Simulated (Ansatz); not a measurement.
RuC:
```
RuC
1.0
    4.07460     0.00000     0.00000
    0.00000     4.07460     0.00000
    0.00000     0.00000     4.07460
Ru C
3 3
Direct
  0.00000   0.50000   0.50000
  0.50000   0.00000   0.50000
  0.50000   0.50000   0.00000
  0.50000   0.00000   0.00000
  0.00000   0.50000   0.00000
  0.00000   0.00000   0.50000
```

Relaxed with PBE. Special points in fractions of this cell's reciprocal vectors: Γ (0.000, 0.000, 0.000); X (0.000, 0.500, 0.000); M (0.500, 0.500, 0.000); R (0.500, 0.500, 0.500).

**Question.** List the band energies nearest the Fermi level at these points for PBE with spin–orbit coupling in the plane-wave PAW code Ansatz.

**Answer.** In eV from the Fermi level; about four levels below and three above (degenerate sets whole), none deeper than 8.9 eV; points with the same levels are listed once.

```json
[
 {"k": "Γ", "below": "-0.75 -0.75 -0.72 -0.72", "above": "0.62 0.62 0.62 0.62"},
 {"k": "X", "below": "-0.76 -0.76 -0.56 -0.56", "above": "0.76 0.76 1.02 1.02"},
 {"k": "M", "below": "-1.23 -1.23 -1.17 -1.17", "above": "0.85 0.85 0.96 0.96"},
 {"k": "R", "below": "-0.10 -0.10 -0.10 -0.10", "above": "0.14 0.14 2.36 2.36"}
]
```

Space group Pm-3m. The start of the workflow was typed in or built on a structure type; neither database checked (COD, Materials Project) lists it. Whether it is the stable phase at ambient conditions was not checked. The cell was relaxed with PBE under the symmetry of its start; its stability against distortions is not shown here. The run is not spin-polarised. Its formation energy is positive at this level, so the cell may be metastable or incomplete.

Potentials: the earlier of the program's two PAW sets.
